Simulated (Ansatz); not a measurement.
IrS$_{2}$: reading a single point

```yaml
crystal:
  lattice:
    - [3.45728, 0.00000, 0.00000]
    - [0.00000, 4.63324, 0.00000]
    - [0.00000, 0.00000, 5.52682]
  atoms:
    - { symbol: Ir, position: [0.00000, 0.00000, 0.00000] }
    - { symbol: Ir, position: [0.50000, 0.50000, 0.50000] }
    - { symbol: S, position: [0.00000, 0.21000, 0.37000] }
    - { symbol: S, position: [0.50000, 0.29000, 0.87000] }
    - { symbol: S, position: [0.00000, 0.79000, 0.63000] }
    - { symbol: S, position: [0.50000, 0.71000, 0.13000] }
```

Method: LDA, no spin polarisation; PAW, plane waves to 420 eV, 7×6×5 Γ-centred mesh, gaussian occupations (width 0.0167 eV) (Ansatz 0.2.0), atoms fixed.

Q: What does the stress say?

A: The pressure is 14.9 GPa (compression positive), so with the atoms held at these fractions the cell would first expand. The principal stresses 12.1, 15.5, 17.1 GPa differ, so its shape would change too.

Q: Where is the largest force?

A: The largest is on S3 (and as large on other atoms): 0.69 eV/Å, components (0.00, 0.68, 0.09). It makes 123° with the line to a nearest neighbour, Ir1 at 2.26 Å.

Q: What is the formation energy?

A: -0.40 eV an atom against the elements' usual phases (free molecules for gases, crystals otherwise, with no correction for O₂ or N₂), so it is bound against them; other compounds may still compete. Relaxing would lower it.

Q: Is there a gap?

A: It is a metal, with about 4.5 states/eV a cell as the mean within 0.25 eV of the Fermi level, mostly S p (55 %) and Ir d (30 %).

Origin: a known structure type with other elements, at an estimated volume, so it need not be a known compound. Caveats: many states at the Fermi level without spin polarisation, so a magnetic state may lie lower.
